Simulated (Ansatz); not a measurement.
Q: Si2Ni (fluorite or antifluorite type, space group No. 225) is relaxed with plane-wave PAW PBEsol (Ansatz code). What lattice parameters of the conventional cell result?

A: a = 5.388 Å.

Q: Is it a metal or does it have a gap at this level?

A: No gap at this level.

Space group Fm-3m (fluorite or antifluorite type). The cell was relaxed with PBEsol under the symmetry of its start; of distortions, only those at the zone centre were tested. No spin polarisation was allowed.

Potentials: the earlier of the program's two PAW sets.
